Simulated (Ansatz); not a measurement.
TaSi:
```yaml
crystal:
  lattice:
    - [3.04558, 0.00000, 0.00000]
    - [-1.52279, 2.63755, 0.00000]
    - [0.00000, 0.00000, 4.00672]
  atoms:
    - { symbol: Ta, position: [0.00000, 0.00000, 0.00000] }
    - { symbol: Si, position: [0.66667, 0.33333, 0.50000] }
```

Relaxed with PBE. Special points in fractions of this cell's reciprocal vectors: Γ (0.000, 0.000, 0.000); M (0.500, 0.000, 0.000); K (0.333, 0.333, 0.000); A (0.000, 0.000, 0.500); L (0.500, 0.000, 0.500); H (0.333, 0.333, 0.500).

**Question.** List the band energies nearest the Fermi level at these points for PBE (plane waves, PAW; program Ansatz).

**Answer.** In eV from the Fermi level; about four levels below and three above (degenerate sets whole), none deeper than 8.9 eV; points with the same levels are listed once.

```
k                    below                above
-  -----------------------  -------------------
Γ              -3.91 -1.71  0.03 0.03 2.76 2.76
M  -7.45 -5.63 -3.65 -2.66       1.43 2.91 4.16
K  -4.99 -3.69 -2.99 -1.19       1.80 1.84 4.65
A              -7.55 -0.38  0.38 0.38 1.63 1.63
L  -4.36 -4.32 -0.57 -0.53       0.96 4.79 5.33
H  -4.75 -3.04 -2.42 -0.75       1.00 5.22 5.27
```

Space group P-6m2. The cell is a constructed one: a structure type filled with these elements; neither database checked (COD, Materials Project) lists it. Its standing as an ambient phase is unchecked. The cell was relaxed with PBE under the symmetry of its start; whether a distortion lowers the energy is not shown. No spin polarisation was allowed. Scalar-relativistic: spin–orbit coupling is off unless named, which matters more the heavier the elements.

Potentials: the later of the program's two PAW sets.
